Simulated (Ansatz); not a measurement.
SbRuSe in space group P2_1/c (No. 14; Sb on 4e, Ru on 4e, Se on 4e), r²SCAN in the plane-wave PAW code Ansatz, all energies at zero smearing, with the estimated change up to a 700 eV cutoff added, with one set of potentials and settings (totals compare only within such a set). Cell of 12 atoms (4 Sb, 4 Ru, 4 Se): -71477.381 eV.

```tsv
element	reference phase	E (eV/atom)
Sb	R-3m, 2 atoms in the cell	-6499.1272
Ru	P6_3/mmc, 2 atoms in the cell	-5890.7039
Se	P3_121, 3 atoms in the cell	-5478.1269
```

Formation energy per atom, worked out: (-71477.381 − 4×(-6499.1272) − 4×(-5890.7039) − 4×(-5478.1269))/12 = -0.462 eV/atom (-45 kJ per mol of atoms), at 0 K, without zero-point energy or fitted corrections.

The first step of the workflow began from a Materials Project structure, measured or hypothetical; the Crystallography Open Database copy checked does not list it. Whether it is the stable phase at ambient conditions was not checked. Symmetry was held in the r²SCAN relaxation; its stability against distortions is not shown here. No spin polarisation was allowed. The references are the lowest solids computed at this level, not always the standard phases. Spin–orbit coupling is left out wherever it is not named.

Potentials: the later of the program's two PAW sets.
